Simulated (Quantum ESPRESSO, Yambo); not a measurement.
Levels of theory for the gap of LiLa$_{2}$O$_{3}$H

LiLa$_{2}$O$_{3}$H (space group Immm, No. 71): one geometry, one set of PBEsol (pw.x of Quantum ESPRESSO, ONCV potentials, no spin-orbit coupling) orbitals, self-energies from Yambo (4×4×4 Γ-centred k mesh, bands 2 to 101 and a 6 Ry block in the screening, 101 bands in G with the Bruneval-Gonze terminator, plasmon pole fitted at 27.2 eV).

The geometry is that of Materials Project entry mp-24148, symmetrised and not relaxed again.

```tsv
level	gap (0, -0.5, -0.5) → (0.25, 0.25, -0.25) (eV)	direct gap at (-0.5, -0.5, -0.5) (eV)	rough Yambo cost
PBEsol (Quantum ESPRESSO)	1.83	2.61	–
exchange only (Hartree-Fock self-energy on PBEsol orbitals)	11.13	11.93	about 1/20 (14 states)
static COHSEX@PBEsol	3.67	4.46	within a factor of two (4 states)
G0W0@PBEsol, plasmon pole	3.29	4.08	1 (14 states)
```

Bare exchange has no screening and gives the widest gap; static COHSEX screens it but leaves out the frequency dependence, which G0W0 restores.

Costs are rough ratios of core time on shared machines.

Convergence of the G0W0 settings was not tested.

The 4f states are in the valence at their DFT position.

The structure is a Materials Project entry; no match was found in the copy of COD used, and its stability was not checked.
